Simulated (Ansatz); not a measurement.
**Moving the Hubbard U on Cu d in CuO2**

The cell as given:

```
Cu O
1.0
     1.41261   -5.21075    0.00000
     1.41261    5.21075    0.00000
     0.00000    0.00000    4.34342
Cu O
2 4
Direct
  0.16725 0.83275 0.75000
  0.83275 0.16725 0.25000
  0.78897 0.21103 0.75000
  0.21103 0.78897 0.25000
  0.55149 0.44851 0.75000
  0.44851 0.55149 0.25000
```

The cell comes from a database or a generator and needn't be the stable form of this composition.

Kept alike: task relaxation of cell and atoms; functional PBEsol; k mesh 10 × 10 × 6; occupations fermi-dirac, width 0.05 eV; no spin polarisation. Program: Ansatz, Ansatz PAW, cutoff 420 eV. The mesh is that of the run's cell of 6 atoms. No spin-orbit coupling.

| run | volume (Å³/atom) | first edge of the run's cell (Å) | third edge of the run's cell (Å) |
| --- | --- | --- | --- |
| A | 9.373 | 5.033 | 4.140 |
| B | 9.479 | 5.036 | 4.206 |
| C | 9.302 | 5.044 | 4.079 |

U acts here on a shell without spin polarisation. The relaxations keep at least the cell's symmetry (Cmcm). For a metal such a mesh leaves the last digits unconverged. Relaxations stop with a little pressure left, so the last digits of a volume or edge aren't settled. Ansatz's relaxations hold a Pulay term in the stress (up to 1.0 GPa here). How U acts hangs on the program's projectors. All rows use potentials made for PBE. U is the effective U - J on orthogonalised atomic projectors. Double counting: fully localised limit (the default).

Task: The runs differ in the Hubbard U on Cu d alone: 0; 1; 2 eV. Which run is which?

Result: Run A is 1 eV; run B is 2 eV; run C is 0 eV. The volume rises from 9.302 to 9.479 Å³/atom between 0 and 2 eV. The first edge of the run's cell runs from 5.033 (1) to 5.044 Å (0). The third edge of the run's cell rises from 4.079 to 4.206 Å between 0 and 2 eV.
